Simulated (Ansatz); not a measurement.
All numbers below come from Ansatz, DFT PBE, scalar-relativistic, plane waves, PAW. All cells share a 420 eV cutoff and Γ-centred k meshes spaced at most about 0.3 Å⁻¹ (about 0.25 or finer for metals, 2π included). No spin polarisation in the final relaxations.

The zero of energy is the elements' standard structures at the same level (N₂ as a molecule); no fitted shifts are applied.

A relaxed structure of ZrAl2N3 has 12.27 Å³/atom, −1.13 eV/atom against the elements, no gap on its mesh:

```
Zr Al N
1.0
    -1.63322    1.63322    6.89946
     1.63322   -1.63322    6.89946
     1.63322    1.63322   -6.89946
Zr Al N
1 2 3
Direct
  0.00000 0.00000 0.00000
  0.67469 0.67469 0.00000
  0.32531 0.32531 0.00000
  0.09883 0.59883 0.50000
  0.40117 0.90117 0.50000
  0.75000 0.25000 0.50000
```

Problem. Y takes the place of Zr on the same sites, and the cell is relaxed. What changes?

Solution. YAl2N3 has a = 3.325 Å, c = 14.040 Å: 12.94 Å³/atom, −1.198 eV/atom against the elements, a gap of 1.79 eV on its mesh. The volume per atom changes by +5.5 % and the formation energy by -0.07 eV/atom (from unrounded values). The gap opens. Covalent radii: Zr 1.75 Å, Y 1.90 Å; electronegativities 1.33 and 1.22. The cell follows the size of the atom. Y has 4 N at 2.22 Å; Al has 4 N at 1.94–1.96 Å; N on a site of symmetry -4m2 has 4 Al at 1.94 Å; N on a site of symmetry 2mm has 2 Al at 1.96 Å and 2 Y at 2.22 Å.

```
CELL_PARAMETERS angstrom
-1.66271 1.66271 7.02009
1.66271 -1.66271 7.02009
1.66271 1.66271 -7.02009
ATOMIC_POSITIONS crystal
Y 0.00000 0.00000 0.00000
Al 0.67815 0.67815 0.00000
Al 0.32185 0.32185 0.00000
N 0.25000 0.75000 0.50000
N 0.89509 0.39509 0.50000
N 0.60491 0.10491 0.50000
```

The two cells were relaxed from separate starts that ended on the same group and sites; neither need be the stable form of its compound. Kohn–Sham gaps at this level usually fall short of measured ones. Cells relaxed within their symmetry can be saddle points.
